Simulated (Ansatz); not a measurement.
What strain does to NaCdCl₃ (cubic perovskite)

NaCdCl₃ (cubic perovskite), relaxed with r2SCAN in the plane-wave code Ansatz. It is cubic, Pm-3m (No. 221); conventional cell a = 5.167 Å, 27.59 Å³ an atom. Na is surrounded by 12 Cl at 3.65 Å; Cd is surrounded by 6 Cl at 2.58 Å; Cl is surrounded by 2 Cd at 2.58 Å and 4 Na at 3.65 Å.

The axes x, y and z are those of this cell:
```yaml
crystal:
  lattice:
    - [5.16731, 0.00000, 0.00000]
    - [0.00000, 5.16731, 0.00000]
    - [0.00000, 0.00000, 5.16731]
  atoms:
    - { symbol: Na, position: [0.00000, 0.00000, 0.00000] }
    - { symbol: Cd, position: [0.50000, 0.50000, 0.50000] }
    - { symbol: Cl, position: [0.50000, 0.50000, 0.00000] }
    - { symbol: Cl, position: [0.50000, 0.00000, 0.50000] }
    - { symbol: Cl, position: [0.00000, 0.50000, 0.50000] }
```

Unstrained: With PBE the valence top lies at R and the conduction bottom at Γ, 1.891 eV higher; the smallest vertical gap, at Γ, is 2.700 eV. r2SCAN gives an indirect gap of 2.601 eV, from R to Γ; the least direct gap is 3.427 eV at Γ. With HSE06 the valence top lies at R and the conduction bottom at Γ, 3.260 eV higher; the smallest vertical gap, at Γ, is 4.144 eV. Meshes: PBE 6×6×6, r2SCAN 6×6×6, HSE06 4×4×4. Strains are changes of length per length, and xy shears are angles. After each strain the atoms were relaxed again with r2SCAN within the symmetry that the strain leaves, so tilts or polar shifts that break it weren't tested; points keep the names that they have in the unstrained zone. These are computed values for a spin-unpolarised cell that may be hypothetical; none is a measurement.

Changes of the least gap in eV (an overlap counts as a negative gap):
```
                                                      strain  volume change (%)  space group     PBE  r2SCAN   HSE06  energy rise, r2SCAN (meV/atom)
epitaxial -0.5 % in the xy plane, free normal strain +0.28 %               -0.7       P4/mmm  -0.006  -0.006  -0.004                             0.3
                            isotropic +2.0 % on every length               +6.1        Pm-3m  -0.104  -0.115  -0.129                            10.1
                 xy shear, engineering strain (angle) +4.0 %                0.0         Cmmm  -0.024  -0.026  -0.023                             1.3
epitaxial -2.5 % in the xy plane, free normal strain +1.69 %               -3.3       P4/mmm  -0.050  -0.053  -0.045                             8.7
```

Epitaxial -0.5 % in the xy plane, free normal strain +0.28 %. HSE06: the gap goes from 3.260 to 3.256 eV (-0.004 eV). Stress change with r2SCAN, compression positive: xx +0.39, yy +0.39, zz +0.03 GPa.

Isotropic +2.0 % on every length. HSE06: the gap goes from 3.260 to 3.131 eV (-0.129 eV). Stress change with r2SCAN, compression positive: xx -1.83, yy -1.83, zz -1.83 GPa. For HSE06, dE_g/d ln V = -2.2 eV over this step.

Xy shear, engineering strain (angle) +4.0 %. HSE06: the gap goes from 3.260 to 3.237 eV (-0.023 eV). Stress change with r2SCAN, compression positive: xx +0.01, yy +0.01, zz +0.01, xy -0.37 GPa.

Epitaxial -2.5 % in the xy plane, free normal strain +1.69 %. HSE06: the gap goes from 3.260 to 3.215 eV (-0.045 eV). Stress change with r2SCAN, compression positive: xx +2.13, yy +2.13, zz 0.00 GPa.

The runs are scalar-relativistic, without spin-orbit coupling.

The meshes of the hybrids are coarse, so their gaps aren't converged to the digits shown.
